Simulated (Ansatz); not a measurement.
LiAg₃Ru₂S₆: input and output

The input, for Ansatz 0.2.0 (plane waves, PAW):

```yaml
crystal:
  lattice:
    - [3.05073489, 5.2801432, 0.0]
    - [3.05073489, -5.2801432, 0.0]
    - [2.07690261, 0.0, -7.21213515]
  atoms:
    - { symbol: Ru, position: [0.3339, 0.6661, 0.0] }
    - { symbol: Ru, position: [0.6661, 0.3339, 0.0] }
    - { symbol: Li, position: [0.0, 0.0, 0.0] }
    - { symbol: S, position: [0.405, 0.405, 0.81] }
    - { symbol: S, position: [0.595, 0.595, 0.19] }
    - { symbol: S, position: [0.727, 0.063, 0.834] }
    - { symbol: S, position: [0.937, 0.273, 0.166] }
    - { symbol: S, position: [0.273, 0.937, 0.166] }
    - { symbol: S, position: [0.063, 0.727, 0.834] }
    - { symbol: Ag, position: [0.832, 0.168, 0.5] }
    - { symbol: Ag, position: [0.168, 0.832, 0.5] }
    - { symbol: Ag, position: [0.5, 0.5, 0.5] }
  symmetry: { tolerance: 0.0003 }
kpoints:
  mp_grid: { grid: [5, 5, 4], shift: [0, 0, 0] }
  band_path:
    path:
      - [0.0, 0.0, 0.0]
      - [0.5, -0.5, 0.0]
      - [0.5, -0.5, -0.5]
      - [0.0, 0.0, -0.5]
      - [0.0, 0.0, 0.0]
      - [0.0, -0.5, -0.5]
      - [0.0, 0.0, 0.0]
      - [0.0, -0.5, 0.0]
    npoints: 8
magnetization:
  spin_polarized: false
scf:
  occupations: { method: cold, width: 0.062 }
  lower_state_search: "off"
  max_iter: 200
hamiltonian:
  pseudopotentials: { kind: paw }
  xc: r2scan
basis:
  ecutwfc: 500
  fft_grid_basis: typed
output:
  forces: true
  stress: true
  eigenvalues: true
  bader: true
  populations: true
  elf: true
  write_potential: true
  volumetric_format: npy
  dos:
    e_range: [-12, 8]
    de: 0.05
    projected: { site_lists: { Ag: [Ag], Li: [Li], Ru: [Ru], S: [S] } }
checkpoint:
  read: saved_state
```

The saved state is an earlier solution for the same cell, perhaps on another mesh. 

Output (shortened):

```
SCF iter   1: F=—  Δρ=2.13e-3  dr2=4.83e-3  dr2_τ=3.07e-3
SCF iter   2: F=—  S|Δr|=    0.00e0  Δρ=1.04e-3  dr2=1.80e-3  dr2_τ=4.04e-4
SCF iter   3: F=—  S|Δr|=    0.00e0  Δρ=5.70e-4  dr2=7.37e-4  dr2_τ=1.27e-4
SCF iter   4: F=—  S|Δr|=    0.00e0  Δρ=1.55e-4  dr2=9.76e-5  dr2_τ=2.75e-6
SCF iter   5: F=—  S|Δr|=    0.00e0  Δρ=5.19e-5  dr2=1.30e-5  dr2_τ=6.79e-7
SCF iter   6: F=—  S|Δr|=    0.00e0  Δρ=2.10e-5  dr2=1.73e-6  dr2_τ=9.01e-8
SCF iter   7: F=—  S|Δr|=    0.00e0  Δρ=9.03e-6  dr2=2.54e-7  dr2_τ=1.27e-8
SCF iter   8: F=-40236.3158 eV  S|Δr|=    0.00e0  Δρ=4.19e-6  dr2=5.37e-8  dr2_τ=2.89e-9
Free energy (F): -40236.3158 eV
Harris-Foulkes:  -40236.3158 eV  (|F-HF|=2.15e-8)
Internal energy: -40236.3188 eV  (E = F + TS)
E sigma→0 (E₀):  -40236.3168 eV
Entropy (-TS):   0.0029 eV (0.244 meV/atom)
Fermi energy:    8.6565 eV
--- Per-component energies (eV) ---
  E_band       = -1782.4077
  E_kinetic    = 3271.4333
  E_local      = -14848.9172  (includes V_loc(G=0)·N_el)
  E_nonlocal   = 1069.7210
  E_hartree    = 6144.0868
  E_xc         = -1459.0832
  E_vxc        = -1896.8966  (∫ρ·V_xc dr)
  E_paw        = -22405.5042  (= ΣΔE_a)
  E_vpaw       = -1787.7298  (= ΣTr[D̂ρ^β])
  E_aug_tail   = 0.0003  (compensation charges beyond the density's cutoff)
  E_vtau       = 121.8168  (kinetic-family band-sum trace: ∫τ·v_τ [+ j·A + Jᵃ·Aᵃ] dr)
  E_ewald      = -12005.2471
  E_core_change = -2.8084  (= ΣΔE_core)
  E_smearing   = 0.0029  (= −TS)
--- Forces (eV/Å), atoms counted from 1 ---
  atom   1  Ru     0.0000     1.2675     0.0000
  atom   2  Ru     0.0000    -1.2675     0.0000
  atom   3  Li     0.0000     0.0000     0.0000
  atom   4  S      0.7902     0.0000    -1.0426
  atom   5  S     -0.7902     0.0000     1.0426
  atom   6  S     -0.6655    -0.6300     0.8488
  atom   7  S      0.6655    -0.6300    -0.8488
  atom   8  S      0.6655     0.6300    -0.8488
  atom   9  S     -0.6655     0.6300     0.8488
  atom  10  Ag     0.0000    -0.1836     0.0000
  atom  11  Ag     0.0000     0.1836     0.0000
  atom  12  Ag     0.0000     0.0000     0.0000
--- Stress (GPa, compression-positive) ---
       -2.8512       0.0000      -0.6707
        0.0000      -2.4349       0.0000
       -0.6707       0.0000       3.7972
  P = ⅓ Tr σ = -0.4963 GPa (-4.963 kbar)
```

Origin: a known structure type with other elements, at an estimated volume, so it need not be a known compound. Caveats: many states at the Fermi level without spin polarisation, so a magnetic state may lie lower.
